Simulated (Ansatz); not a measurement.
VN:
Space group Fm-3m (No. 225); a = b = c = 4.1166 Å, α = β = γ = 90.00°

```
atom  site  symmetry       x       y       z
----  ----  --------  ------  ------  ------
V       4b      m-3m  0.5000  0.5000  0.5000
N       4a      m-3m  0.0000  0.0000  0.0000
```
(The calculation used a cell of 2 atoms; values per cell refer to that cell.)

Relaxed with PBE.

**Question.** Which orbitals make up the states near the Fermi level in the program Ansatz at the PBE level (PAW)?

**Answer.** Within 0.5 eV of the Fermi level: V 3d 89 %, N 2p 9 %. Projections are on Löwdin-orthogonalised atomic valence shells; empty p or d shells of many metals are not among them.

**Question.** Tabulate the density of states.

**Answer.** States/eV per cell of 2 atoms, in 0.25 eV bins, energy from the Fermi level.

```tsv
E (eV)	total	V 3d	N 2p	N 2s
-7.85	0.70	0.18	0.44	0.01
-7.60	1.06	0.27	0.68	0.02
-7.35	1.23	0.29	0.81	0.02
-7.10	1.29	0.27	0.89	0.02
-6.85	0.98	0.18	0.71	0.01
-6.60	0.76	0.13	0.56	0.01
-6.35	0.85	0.21	0.58	0.01
-6.10	2.73	0.90	1.72	0.02
-5.85	2.68	0.99	1.62	0.01
-5.60	2.79	0.99	1.73	0.01
-5.35	1.81	0.64	1.12	0.01
-5.10	1.42	0.50	0.88	0.01
-4.85	1.17	0.40	0.73	0.01
-4.60	0.97	0.32	0.62	0.00
-4.35	0.81	0.25	0.53	0.00
-4.10	0.67	0.19	0.46	0.00
-3.85	0.48	0.12	0.35	0.00
-3.60	0.22	0.07	0.14	0.00
-3.35	0.17	0.06	0.10	0.00
-3.10	0.16	0.07	0.09	0.00
-2.85	0.17	0.10	0.08	0.00
-2.60	0.20	0.13	0.07	0.00
-2.35	0.25	0.18	0.07	0.00
-2.10	0.32	0.24	0.07	0.00
-1.85	0.42	0.32	0.08	0.00
-1.60	0.56	0.46	0.09	0.00
-1.35	0.69	0.58	0.10	0.00
-1.10	0.79	0.66	0.11	0.00
-0.85	0.90	0.77	0.12	0.01
-0.60	1.04	0.90	0.12	0.01
-0.35	1.26	1.10	0.14	0.01
-0.10	1.62	1.43	0.16	0.01
0.15	1.78	1.60	0.15	0.02
0.40	2.62	2.38	0.20	0.02
0.65	3.38	3.11	0.22	0.02
0.90	2.29	2.03	0.23	0.01
1.15	4.91	4.13	0.70	0.01
1.40	2.38	1.97	0.37	0.01
1.65	0.70	0.52	0.15	0.02
1.90	0.80	0.57	0.17	0.03
2.15	1.01	0.72	0.19	0.07
2.40	1.12	0.78	0.20	0.10
2.65	1.12	0.76	0.20	0.12
2.90	1.46	0.98	0.26	0.15
3.15	1.41	0.92	0.30	0.13
3.40	1.26	0.80	0.31	0.10
3.65	1.14	0.71	0.32	0.07
3.90	1.05	0.64	0.32	0.05
4.15	0.99	0.59	0.33	0.03
4.40	0.93	0.55	0.33	0.02
4.65	0.87	0.50	0.33	0.01
```

The cell was relaxed with PBE under the symmetry of its start. The workflow began spin-polarised and lost its moments.

Potentials: the earlier of the program's two PAW sets.
